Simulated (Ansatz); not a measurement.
Given:

BP:
```yaml
crystal:
  lattice:
    - [3.15843, 0.00000, 0.00000]
    - [-1.57921, 2.73528, 0.00000]
    - [0.00000, 0.00000, 5.24156]
  atoms:
    - { symbol: B, position: [0.66667, 0.33333, 0.50048] }
    - { symbol: B, position: [0.33333, 0.66667, 0.00048] }
    - { symbol: P, position: [0.66667, 0.33333, 0.87452] }
    - { symbol: P, position: [0.33333, 0.66667, 0.37452] }
```

This is the LDA-relaxed structure. Cartesian axes are those of the cell as given.

**Question.** All from the program Ansatz at the LDA level (PAW), unless another level is named. Predict the highest zone-centre frequency (without LO–TO term).

**Answer.** 818 cm^-1.

**Question.** Next, the Hill bulk and shear moduli?

**Answer.** 176 and 169 GPa.

**Question.** What about the piezoelectric stress constants (proper, relaxed ions, C/m²)?

**Answer.** e15 = e24 = 0.11, e31 = e32 = 0.14, e33 = -0.32.

Space group P6_3mc (wurtzite). The first step of the workflow began from a Materials Project structure, measured or hypothetical; the Crystallography Open Database copy checked does not list it. It is not the phase usual at ambient conditions (space group No. 216). Symmetry was held in the LDA relaxation; phonons on a q-mesh show no instability.

Potentials: the earlier of the program's two PAW sets.
